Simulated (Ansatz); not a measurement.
A geometry of CdGeAs2 away from equilibrium: step 3 of the relaxation of a relaxed CdGeAs2 cell shaken by Gaussian noise of σ = 0.08 Å a coordinate. All values below come from PBE (plane waves to 420 eV, PAW, scalar-relativistic; Ansatz, a quantum-chemistry and plane-wave program). Γ-centred k-mesh 5×5×3 on the run's cell (coarser than for final values), Fermi–Dirac smearing 0.05 eV. The plane waves were selected for a different cell earlier on the path.

```xyz
8
Lattice="5.1855 -0.0202 0.0177 -0.0202 5.2163 0.0157 0.0350 0.0309 10.2946" Properties=species:S:1:pos:R:3 pbc="T T T"
As     2.5378     2.6266     0.0103
As     2.7468     2.7096     5.1654
As     2.7087    -0.0621     0.1903
As     0.1497     2.1835     4.9544
Cd     0.0027     2.4663    -0.0956
Cd     2.8474     0.1410     5.2481
Ge     2.2550     2.8404     7.7258
Ge     2.3051     2.6448     2.6107
```

Q: Give the Cartesian forces on all atoms (eV/Å).

A: 
```csv
atom,Fx,Fy,Fz
As1,0.53,0.14,-0.09
As2,0.43,1.04,0.10
As3,0.31,-0.17,0.20
As4,0.34,-0.44,-0.22
Cd5,-0.64,-0.26,-0.11
Cd6,0.13,-0.50,0.06
Ge7,-0.55,0.21,-0.19
Ge8,-0.54,-0.02,0.26
```

The path ends in P1 (No. 1). No spin polarisation in the result.

The end of the path is a generated cell of CdGeAs2: the first start was made by a random draw of sites in a space group, and the end was not matched to a known phase here, so it may be hypothetical.
